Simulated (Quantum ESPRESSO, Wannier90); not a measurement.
Wannier functions of BaHCl (P4/nmm)

```xyz
6
Lattice="4.4215 0.0000 0.0000 0.0000 4.4215 0.0000 0.0000 0.0000 7.2685" Properties=species:S:1:pos:R:3 pbc="T T T"
Ba     0.0000     2.2107    -1.5132
Ba     2.2107     0.0000     1.5132
H      2.2107     2.2107     0.0000
H      0.0000     0.0000     0.0000
Cl     2.2107     0.0000    -2.5175
Cl     0.0000     2.2107     2.5175
```

Materials Project entry mp-23861; symmetrised, unrelaxed at this level. COD (Crystallography Open Database) has an entry of this formula and space group (matched by these alone). Level: PBEsol, spinors with spin-orbit coupling; pw.x of Quantum ESPRESSO at 58 Ry with PseudoDojo potentials, 4×4×4 k-points, Wannier90. Density: 8×8×4 mesh, cold smearing 0.01 Ry.

Bands 33-36 form an isolated set from -0.86 to 0.00 eV relative to the valence-band maximum (on the path) and are turned into 4 Wannier functions by minimising the spread from the start: atomic waves H 1s.

Centres (Cartesian, Å; one of the equivalent choices) and spreads:

```
n      x      y      z  spread (Å²)  nearest atom
-  -----  -----  -----  -----------  ------------
1  2.211  2.211  0.000        3.702            H3
2  2.211  2.211  0.000        3.702            H3
3  0.000  0.000  0.000        3.702            H4
4  0.000  0.000  0.000        3.702            H4
```

Ω_I = 14.77 Å², Ω_total = 14.81 Å²; the interpolated bands follow pw.x to 6.2 meV rms on the path. Only this start was tried; a symmetric start can stop on a saddle, and mixtures of these functions could lower the total by at most Ω_total − Ω_I.
